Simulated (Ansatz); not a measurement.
CsPbCl3:
```xyz
5
Lattice="5.6155 0.0000 0.0000 0.0000 5.6155 0.0000 0.0000 0.0000 5.6155" Properties=species:S:1:pos:R:3 pbc="T T T"
Cs     2.8078     2.8078     2.8078
Pb     0.0000     0.0000     0.0000
Cl     0.0000     0.0000     2.8078
Cl     2.8078     0.0000     0.0000
Cl     0.0000     2.8078     0.0000
```

The program Ansatz at the PBEsol level (PAW) gives a gap of 1.83 eV without spin–orbit coupling, maximum at R, minimum at R.

Q: What happens when spin–orbit coupling is switched on?

A: The gap shrinks by 1.23 eV, to 0.60 eV; maximum at R, minimum at R.

Q: Give the electron effective mass with spin–orbit coupling.

A: 0.13 mₑ (isotropic).

Q: Give the hole effective mass with spin–orbit coupling.

A: 0.12 mₑ (isotropic).

Space group Pm-3m (cubic perovskite). This is a known high-temperature phase of the composition, computed here at zero pressure and temperature. Symmetry was held in the PBEsol relaxation; of distortions, only those at the zone centre were tested, and some modes there are weakly imaginary.

Potentials: the later of the program's two PAW sets.
